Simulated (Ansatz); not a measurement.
Hg:
```yaml
crystal:
  lattice:
    - [0.00000, 3.36836, 3.36836]
    - [3.36836, 0.00000, 3.36836]
    - [3.36836, 3.36836, 0.00000]
  atoms:
    - { symbol: Hg, position: [0.00000, 0.00000, 0.00000] }
    - { symbol: Hg, position: [0.25000, 0.25000, 0.25000] }
```

Relaxed with r²SCAN. Special points in fractions of this cell's reciprocal vectors: Γ (0.000, 0.000, 0.000); X (0.500, 0.000, 0.500); U (0.625, 0.250, 0.625); K (0.375, 0.375, 0.750); L (0.500, 0.500, 0.500); W (0.500, 0.250, 0.750).

**Question.** List the band energies nearest the Fermi level at these points for r²SCAN with spin–orbit coupling in the plane-wave PAW code Ansatz.

**Answer.** In eV from the Fermi level; about four levels below and three above (degenerate sets whole), none deeper than 8.9 eV; points with the same levels are listed once.

```csv
k,below,above
Γ,-6.30 -6.30 -6.30 -6.30 -6.28 -6.28,2.61 2.61 3.51 3.51
X,-3.78 -3.78 -3.78 -3.78,1.01 1.01 1.01 1.01
U,-3.35 -3.35 -0.16 -0.16,1.56 1.56 4.35 4.35
L,-4.93 -4.93 -3.08 -3.08,2.35 2.35 3.33 3.33
W,-3.72 -3.72 -3.67 -3.67,0.08 0.08 0.49 0.49
```

Space group Fd-3m (diamond). The start of the workflow was typed in or built on a structure type; neither database checked (COD, Materials Project) lists it. It is not the usual solid phase (space group No. 166). The cell was relaxed with r²SCAN under the symmetry of its start. At this level the phase is mechanically unstable. The substance is a gas or liquid at ambient conditions. The volume moved by -24 % from the start of the relaxation.

Potentials: the later of the program's two PAW sets.
